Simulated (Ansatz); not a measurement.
Cu Kα1 powder pattern (kinematic, no thermal factors).
```json
{"2θ (°)": "11.61", "relative intensity": "7"}
{"2θ (°)": "16.50", "relative intensity": "13"}
{"2θ (°)": "20.22", "relative intensity": "100"}
{"2θ (°)": "20.22", "relative intensity": "90"}
{"2θ (°)": "23.20", "relative intensity": "2"}
{"2θ (°)": "23.34", "relative intensity": "3"}
{"2θ (°)": "23.62", "relative intensity": "3"}
{"2θ (°)": "26.02", "relative intensity": "7"}
{"2θ (°)": "26.40", "relative intensity": "4"}
{"2θ (°)": "28.71", "relative intensity": "3"}
{"2θ (°)": "28.73", "relative intensity": "5"}
{"2θ (°)": "33.15", "relative intensity": "23"}
{"2θ (°)": "33.35", "relative intensity": "25"}
{"2θ (°)": "33.44", "relative intensity": "8"}
{"2θ (°)": "33.46", "relative intensity": "6"}
{"2θ (°)": "35.33", "relative intensity": "3"}
{"2θ (°)": "35.42", "relative intensity": "2"}
{"2θ (°)": "35.43", "relative intensity": "4"}
{"2θ (°)": "37.15", "relative intensity": "2"}
{"2θ (°)": "37.70", "relative intensity": "4"}
{"2θ (°)": "39.04", "relative intensity": "3"}
{"2θ (°)": "39.05", "relative intensity": "4"}
{"2θ (°)": "39.22", "relative intensity": "7"}
{"2θ (°)": "39.23", "relative intensity": "2"}
{"2θ (°)": "39.57", "relative intensity": "2"}
{"2θ (°)": "39.58", "relative intensity": "6"}
{"2θ (°)": "41.10", "relative intensity": "7"}
{"2θ (°)": "41.11", "relative intensity": "3"}
{"2θ (°)": "42.93", "relative intensity": "1"}
{"2θ (°)": "44.33", "relative intensity": "1"}
{"2θ (°)": "44.34", "relative intensity": "4"}
{"2θ (°)": "44.83", "relative intensity": "2"}
{"2θ (°)": "47.73", "relative intensity": "2"}
{"2θ (°)": "48.33", "relative intensity": "1"}
{"2θ (°)": "49.38", "relative intensity": "4"}
{"2θ (°)": "49.88", "relative intensity": "1"}
{"2θ (°)": "49.89", "relative intensity": "1"}
{"2θ (°)": "50.84", "relative intensity": "2"}
{"2θ (°)": "50.85", "relative intensity": "2"}
{"2θ (°)": "50.98", "relative intensity": "1"}
{"2θ (°)": "52.19", "relative intensity": "5"}
{"2θ (°)": "52.20", "relative intensity": "6"}
{"2θ (°)": "52.47", "relative intensity": "8"}
{"2θ (°)": "52.48", "relative intensity": "4"}
{"2θ (°)": "52.60", "relative intensity": "5"}
{"2θ (°)": "52.64", "relative intensity": "3"}
{"2θ (°)": "53.72", "relative intensity": "1"}
{"2θ (°)": "53.91", "relative intensity": "2"}
{"2θ (°)": "54.35", "relative intensity": "2"}
{"2θ (°)": "55.09", "relative intensity": "2"}
{"2θ (°)": "55.09", "relative intensity": "2"}
{"2θ (°)": "55.71", "relative intensity": "2"}
{"2θ (°)": "56.78", "relative intensity": "1"}
{"2θ (°)": "56.80", "relative intensity": "2"}
{"2θ (°)": "59.27", "relative intensity": "5"}
{"2θ (°)": "59.28", "relative intensity": "4"}
{"2θ (°)": "59.46", "relative intensity": "4"}
{"2θ (°)": "59.48", "relative intensity": "3"}
{"2θ (°)": "59.85", "relative intensity": "4"}
{"2θ (°)": "59.87", "relative intensity": "3"}
{"2θ (°)": "60.50", "relative intensity": "2"}
{"2θ (°)": "61.99", "relative intensity": "1"}
{"2θ (°)": "62.38", "relative intensity": "1"}
{"2θ (°)": "63.05", "relative intensity": "1"}
{"2θ (°)": "63.42", "relative intensity": "2"}
{"2θ (°)": "63.44", "relative intensity": "1"}
{"2θ (°)": "63.54", "relative intensity": "1"}
{"2θ (°)": "63.57", "relative intensity": "1"}
{"2θ (°)": "64.17", "relative intensity": "1"}
{"2θ (°)": "64.19", "relative intensity": "2"}
{"2θ (°)": "65.95", "relative intensity": "1"}
{"2θ (°)": "66.14", "relative intensity": "1"}
{"2θ (°)": "66.93", "relative intensity": "1"}
{"2θ (°)": "68.01", "relative intensity": "1"}
{"2θ (°)": "69.56", "relative intensity": "3"}
{"2θ (°)": "70.04", "relative intensity": "3"}
{"2θ (°)": "70.26", "relative intensity": "2"}
{"2θ (°)": "70.30", "relative intensity": "1"}
{"2θ (°)": "71.28", "relative intensity": "1"}
{"2θ (°)": "72.18", "relative intensity": "1"}
{"2θ (°)": "73.17", "relative intensity": "1"}
{"2θ (°)": "73.18", "relative intensity": "2"}
{"2θ (°)": "73.40", "relative intensity": "2"}
{"2θ (°)": "73.41", "relative intensity": "1"}
{"2θ (°)": "73.41", "relative intensity": "1"}
{"2θ (°)": "73.74", "relative intensity": "2"}
{"2θ (°)": "73.78", "relative intensity": "2"}
{"2θ (°)": "74.20", "relative intensity": "2"}
{"2θ (°)": "74.25", "relative intensity": "2"}
{"2θ (°)": "79.02", "relative intensity": "1"}
{"2θ (°)": "79.14", "relative intensity": "1"}
{"2θ (°)": "79.48", "relative intensity": "2"}
{"2θ (°)": "80.50", "relative intensity": "1"}
{"2θ (°)": "80.55", "relative intensity": "1"}
```

The pattern is computed from a structure relaxed with DFT PBE, scalar-relativistic, plane waves, PAW in Ansatz. No spin polarisation. Its elements are O, Si, Zr.

Give the structure.

ZrSi₃O₈.
Space group C2 (No. 5). a = 7.526 Å, b = 7.662 Å, c = 7.616 Å, α = 90.00°, β = 90.03°, γ = 90.00°
```json
{"atom": "Zr", "site": "2a", "symmetry": "2", "x": "0.5000", "y": "0.0201", "z": "0.0000"}
{"atom": "Si", "site": "4c", "symmetry": "1", "x": "0.7256", "y": "0.7505", "z": "0.7303"}
{"atom": "Si", "site": "2b", "symmetry": "2", "x": "0.5000", "y": "0.4769", "z": "0.5000"}
{"atom": "O", "site": "4c", "symmetry": "1", "x": "0.1409", "y": "0.0989", "z": "0.6058"}
{"atom": "O", "site": "4c", "symmetry": "1", "x": "0.6947", "y": "0.1630", "z": "0.0903"}
{"atom": "O", "site": "4c", "symmetry": "1", "x": "0.3885", "y": "0.3508", "z": "0.6316"}
{"atom": "O", "site": "4c", "symmetry": "1", "x": "0.4264", "y": "0.8885", "z": "0.2087"}
```

A pattern alone doesn't exclude other cells with like lines; this is the one computed.

The cell was found from a structure generator's guess, not taken from experiment.
